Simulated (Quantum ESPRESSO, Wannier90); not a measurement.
## GaAs (zinc blende): Wannier90 run

```yaml
crystal:
  lattice:
    - [0.00000, 2.87509, 2.87509]
    - [2.87509, 0.00000, 2.87509]
    - [2.87509, 2.87509, 0.00000]
  atoms:
    - { symbol: Ga, position: [0.00000, 0.00000, 0.00000] }
    - { symbol: As, position: [0.75000, 0.75000, 0.75000] }
```

Structure: Materials Project mp-2534, symmetrised, not relaxed again. COD (Crystallography Open Database) has an entry of this formula and space group (matched by these alone). Method: PBEsol plane waves in Quantum ESPRESSO 7.5 (PseudoDojo norm-conserving files, 68 Ry, spinors with spin-orbit coupling), Bloch states on a 8×8×8 mesh through Γ, Wannier90 4.0.1. Density: 10×10×10 mesh, cold smearing 0.01 Ry.

Base run: 16 functions from bands 21-50 of the 50 computed, start hydrogen-like Ga: s;p; As: s;p, centres 0.05 Å off the atoms, frozen window up to 1.50 eV relative to the Fermi level, outer window open. One setting was then changed (edges relative to the Fermi level; misfit to pw.x on a path, for states up to 1.0 eV relative to the Fermi level).

```
run      Ω_I (Å²)  rms misfit (meV)  worst (meV)
-------  --------  ----------------  -----------
base        20.94               5.3           51
changed     25.97               5.2           20
```

### Question
Which change was made?
A. outer window to 11.66 eV
B. frozen window to 3.50 eV
C. no frozen window
D. only the lowest 18 of the kept bands
E. frozen window to -1.50 eV

### Answer
B, frozen window to 3.50 eV. The others give:

```csv
run,Ω_I (Å²),rms misfit (meV),worst (meV)
frozen window to -1.50 eV,20.20,92,424
no frozen window,19.30,257,907
outer window to 11.66 eV,30.68,3.6,24
only the lowest 18 of the kept bands,34.67,4.4,17
```
